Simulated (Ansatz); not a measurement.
AlO16Zn15:
```yaml
crystal:
  lattice:
    - [6.46320, 0.00000, 0.00000]
    - [-3.23160, 5.59729, 0.00000]
    - [0.00000, 0.00000, 10.44013]
  atoms:
    - { symbol: Al, position: [0.00000, 0.00000, 0.24962] }
    - { symbol: O, position: [0.00000, 0.00000, 0.42111] }
    - { symbol: O, position: [0.00000, 0.00000, 0.93953] }
    - { symbol: O, position: [0.00035, 0.50017, 0.43745] }
    - { symbol: O, position: [0.99757, 0.49879, 0.94111] }
    - { symbol: O, position: [0.49983, 0.99965, 0.43745] }
    - { symbol: O, position: [0.50121, 0.00243, 0.94111] }
    - { symbol: O, position: [0.49983, 0.50017, 0.43745] }
    - { symbol: O, position: [0.50121, 0.49879, 0.94111] }
    - { symbol: O, position: [0.84720, 0.15280, 0.19499] }
    - { symbol: O, position: [0.83396, 0.16604, 0.68692] }
    - { symbol: O, position: [0.84720, 0.69441, 0.19499] }
    - { symbol: O, position: [0.83396, 0.66793, 0.68692] }
    - { symbol: O, position: [0.30559, 0.15280, 0.19499] }
    - { symbol: O, position: [0.33207, 0.16604, 0.68692] }
    - { symbol: O, position: [0.33333, 0.66667, 0.18700] }
    - { symbol: O, position: [0.33333, 0.66667, 0.69068] }
    - { symbol: Zn, position: [0.00000, 0.00000, 0.74966] }
    - { symbol: Zn, position: [0.00324, 0.50162, 0.24979] }
    - { symbol: Zn, position: [0.99888, 0.49944, 0.74965] }
    - { symbol: Zn, position: [0.49838, 0.99676, 0.24979] }
    - { symbol: Zn, position: [0.50056, 0.00112, 0.74965] }
    - { symbol: Zn, position: [0.49838, 0.50162, 0.24979] }
    - { symbol: Zn, position: [0.50056, 0.49944, 0.74965] }
    - { symbol: Zn, position: [0.83278, 0.16722, 0.49908] }
    - { symbol: Zn, position: [0.83391, 0.16609, 0.99830] }
    - { symbol: Zn, position: [0.83278, 0.66557, 0.49908] }
    - { symbol: Zn, position: [0.83391, 0.66781, 0.99830] }
    - { symbol: Zn, position: [0.33443, 0.16722, 0.49908] }
    - { symbol: Zn, position: [0.33219, 0.16609, 0.99830] }
    - { symbol: Zn, position: [0.33333, 0.66667, 0.50190] }
    - { symbol: Zn, position: [0.33333, 0.66667, 0.99666] }
```

Relaxed with r²SCAN. Special points in fractions of this cell's reciprocal vectors: Γ (0.000, 0.000, 0.000); M (0.500, 0.000, 0.000); K (0.333, 0.333, 0.000); A (0.000, 0.000, 0.500); L (0.500, 0.000, 0.500); H (0.333, 0.333, 0.500).

**Question.** List the band energies nearest the Fermi level at these points for plane-wave PAW r²SCAN (Ansatz code).

**Answer.** In eV from the Fermi level; about four levels below and three above (degenerate sets whole), none deeper than 8.9 eV; points with the same levels are listed once.

```
k                    below                above
-  -----------------------  -------------------
Γ  -3.09 -2.83 -2.83 -1.67       0.93 1.06 2.81
M  -3.53 -3.39 -3.30 -3.20       0.71 0.84 2.12
K  -3.58 -3.52 -3.45 -3.44       1.17 1.43 1.47
A  -2.84 -2.84 -0.64 -0.56  2.15 2.49 2.91 2.91
L  -3.49 -3.49 -3.32 -3.26       0.98 1.22 1.24
H  -3.55 -3.54 -3.53 -3.52       1.31 1.73 1.76
```

Space group P3m1. The start of the workflow was typed in or built on a structure type; neither database checked (COD, Materials Project) lists it. Whether it is the stable phase at ambient conditions was not checked. The cell was relaxed with r²SCAN under the symmetry of its start; whether a distortion lowers the energy is not shown. With an odd number of electrons in the cell and no spin polarisation, the count alone makes it a metal.

Potentials: the later of the program's two PAW sets.
